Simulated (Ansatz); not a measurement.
A plane-wave DFT run in Ansatz 0.2.0 (scalar-relativistic PAW potentials unless the input names others): input and command.

```yaml
crystal:
  lattice:
    - [5.2116034275, -5.1975050191, 0.0]
    - [5.2116034275, 5.1975050191, 0.0]
    - [0.0, 0.0, 4.644118651]
  atoms:
    - { symbol: Sr, position: [0.0, 0.0, 0.0] }
    - { symbol: Ca, position: [0.5, 0.5, 0.5] }
    - { symbol: I, position: [0.2077190062, 0.2077190062, 0.5] }
    - { symbol: I, position: [0.6924938658, 0.3075061342, 0.0] }
    - { symbol: I, position: [0.3075061342, 0.6924938658, 0.0] }
    - { symbol: I, position: [0.7922809938, 0.7922809938, 0.5] }
basis:
  ecutwfc: "520 ev"
kpoints:
  mp_grid: { grid: [4, 4, 6] }
hamiltonian:
  xc: lda
scf:
  occupations: { method: gaussian, width: 0.02 }
  max_iter: 80
output:
  forces: true
  eigenvalues: true
  stress: true
```

```bash
ansatz run input.yaml --threads 1 --pin off --max-ram 2560MiB --backend cpu --events-out ev --progress --plain --runs-dir out
```

Question: Will this input run?

Answer: The program refuses it, because of a cutoff in the wrong unit (basis.ecutwfc: 420 → "520 ev"). With the sound run's settings it is accepted.

Abridged log:
```
Error: YAML parse error: error: line 14 column 12: unknown unit factor `ev` — a unit is read by its exact case: `eV` is a unit here, `ev` is not
  --> <input>:14:12
   |
12 |     - { symbol: I, position: [0.7922809938, 0.7922809938, 0.5] }
13 | basis:
14 |   ecutwfc: "520 ev"
   |            ^ unknown unit factor `ev` — a unit is read by its exact case: `eV` is a unit here, `ev` is not
15 | kpoints:
16 |   mp_grid: { grid: [4, 4, 6] }
   |
```